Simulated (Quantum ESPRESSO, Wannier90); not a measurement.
TlBr (rock salt): Wannier90 run

```xyz
2
Lattice="0.0000 3.3420 3.3420 3.3420 0.0000 3.3420 3.3420 3.3420 0.0000" Properties=species:S:1:pos:R:3 pbc="T T T"
Tl     0.0000     0.0000     0.0000
Br     3.3420     3.3420     3.3420
```

Structure: Materials Project mp-568560, symmetrised, not relaxed again. Not found in the COD (Crystallography Open Database) copy used, which has the formula in other groups; not checked further. Level: PBEsol, no spin polarisation, no spin-orbit coupling; pw.x of Quantum ESPRESSO at 50 Ry with PseudoDojo potentials, 8×8×8 k-points, Wannier90. Density: 8×8×8 mesh, cold smearing 0.01 Ry. Spin-orbit coupling is left out although heavy elements are present.

Base run: 8 functions from bands 1,7-20 of the 20 computed, start hydrogen-like Tl: s;p; Br: s;p, frozen window up to 3.55 eV relative to the valence-band maximum, outer window open. Bands 2–6 (Tl 5d 100 %) lie between the kept ones and are excluded. One setting was then changed (edges relative to the valence-band maximum; misfit to pw.x on a path, for states up to 3.1 eV relative to the valence-band maximum).

```csv
run,Ω_I (Å²),rms misfit (meV),worst (meV)
base,12.18,2.1,24
changed,16.17,1.9,22
```

**Question.** Which change was made?
A) only the lowest 10 of the kept bands
B) no frozen window
C) frozen window to 2.55 eV
D) outer window to 11.13 eV
E) frozen window to 5.55 eV

**Answer.** E, frozen window to 5.55 eV. The others give:

```tsv
run	Ω_I (Å²)	rms misfit (meV)	worst (meV)
frozen window to 2.55 eV	11.65	24	218
no frozen window	10.60	176	746
outer window to 11.13 eV	13.38	1.8	24
only the lowest 10 of the kept bands	13.73	0.6	6.4
```
